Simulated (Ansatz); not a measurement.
PtS₂, CdI2 type, relaxed with r2SCAN+rVV10, was run in the PAW code Ansatz under altered settings. All numbers are computed, without spin polarisation but where a row says otherwise.

```
Pt S
1.0
     3.55264    0.00000    0.00000
    -1.77632    3.07668    0.00000
     0.00000    0.00000    5.12271
Pt S
1 2
Cartesian
  0.0000 0.0000 0.0000
  0.0000 2.0511 1.2257
  1.7763 1.0256 3.8971
```

The base run's other keys:
```yaml
kpoints:
  mp_grid: { grid: [6, 6, 4] }
hamiltonian:
  xc: pbe
scf:
  occupations: { method: fixed }
  n_extra_bands: 4
```

It takes 7 iterations with 1079 plane waves at 420 eV and 24 k points, and leaves a mean stress of +3.67 GPa. The gap over this mesh is 0.843 eV. It ran on 4 threads of Arm Neoverse N1 (shared host).

Outcomes, with energy and stress as changes against the base:
```csv
setting,outcome,ΔF (meV/atom),Δ mean stress (GPa),gap on the mesh (eV),iterations,wall time
scf.occupations: gaussian 0.05,converged,0.0,0.00,0.843,7,1 s
basis.ecutwfc: 300,"converged, warned",+61,+0.35,0.840,6,0.8 s
scf.occupations: fermi_dirac 0.05,converged,0.0,0.00,0.843,7,1 s
scf.occupations: methfessel_paxton 0.2,converged,0.0,0.00,0.842,7,1 s
scf.occupations: gaussian 0.001,converged,0.0,0.00,0.843,7,1.1 s
hamiltonian.dispersion: d3bj,converged,-414,-3.68,0.843,7,1 s
scf.mixing.preconditioner: kerker,converged,0.0,0.00,0.843,7,1.1 s
scf.convergence.dr2_threshold: 1e-12,converged,0.0,0.00,0.843,10,1.2 s
hamiltonian.xc: r2scan (cutoff then 500 eV),converged,–,-2.35,0.989,6,2.4 s
scf.occupations: methfessel_paxton 0.001,converged,0.0,0.00,0.843,7,1.1 s
"kpoints.mp_grid.grid: [8, 8, 1]",converged,-20,-0.60,0.826,6,0.72 s
scf.n_extra_bands: 24,converged,0.0,0.00,0.843,7,1.4 s
scf.occupations: fermi_dirac 0.5,converged,-102,+1.81,0.875,6,1.1 s
hamiltonian.xc: pw91,refused,–,–,–,–,0.04 s
```
A dash marks a value that wasn't obtained or can't be compared. Stress is positive in compression. The base took 1.4 s.

- basis.ecutwfc: 300. 651 plane waves in place of 1079. The free energy moves by +61 meV an atom, the mean stress by +0.35 GPa and the gap on the mesh by -0.003 eV (to 0.840). The basis is too small: these are errors of the cutoff. Warned: cutoff below recommended.
- hamiltonian.dispersion: d3bj. The free energy moves by -414 meV an atom, the mean stress by -3.68 GPa and the gap on the mesh by 0.000 eV (to 0.843). A pairwise correction adds to energy, forces and stress and leaves the bands alone.
- hamiltonian.xc: r2scan. The cutoff follows the functional, from 420 to 500 eV. The mean stress moves by -2.35 GPa and the gap on the mesh by +0.146 eV (to 0.989). It's another functional on the same cell, so totals aren't comparable.
- scf.occupations: fermi_dirac 0.5. The free energy moves by -102 meV an atom, the mean stress by +1.81 GPa and the gap on the mesh by +0.032 eV (to 0.875). The term −TS is -312 meV an atom. A width of 0.5 eV moves electrons across a gap of 0.84 eV: this is no longer the ground state.
- hamiltonian.xc: pw91. The input is refused before any iteration. Error: YAML parse error: line 13 column 7: hamiltonian.xc: unknown variant `pw91`, expected one of […]

Within 1 meV an atom, 0.1 GPa and 0.005 eV of the base stay: scf.occupations: gaussian 0.05; scf.occupations: fermi_dirac 0.05; scf.occupations: methfessel_paxton 0.2; scf.occupations: gaussian 0.001; scf.mixing.preconditioner: kerker; scf.convergence.dr2_threshold: 1e-12; scf.occupations: methfessel_paxton 0.001; scf.n_extra_bands: 24.

Spin-orbit coupling is left out, which matters wherever the heavy atoms make up the band edges.
